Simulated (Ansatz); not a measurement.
CsPbCl$_{3}$ (cubic perovskite, Pm-3m) at seven volumes, plane-wave PAW PBE (Ansatz code), scaled uniformly. One row is withheld.

```
V (Å³/atom)  P (GPa)
-----------  -------
34.301             ?
35.431          1.56
36.562          0.71
37.693          0.00
38.824         -0.60
39.955         -1.11
41.085         -1.53
```

Problem. Fit the shown pressures and predict the withheld one.

Solution. P = (3/2)B₀(x^(7/2) − x^(5/2))[1 + (3/4)(B′ − 4)(x − 1)] with x = (V₀/V)^(2/3). Least squares on the six rows gives V₀ = 37.690 Å³/atom, B₀ = 21.8 GPa, B′ = 4.75. At V = 34.301, x = 1.0648 and P = 2.57 GPa. The run itself gave 2.55 GPa.

This is a known high-temperature phase of the composition, computed here at zero pressure and temperature. The PBE relaxation kept the symmetry of its start; phonons on a q-mesh show weakly imaginary modes. Spin–orbit coupling is left out wherever it is not named.

Potentials: the later of the program's two PAW sets.
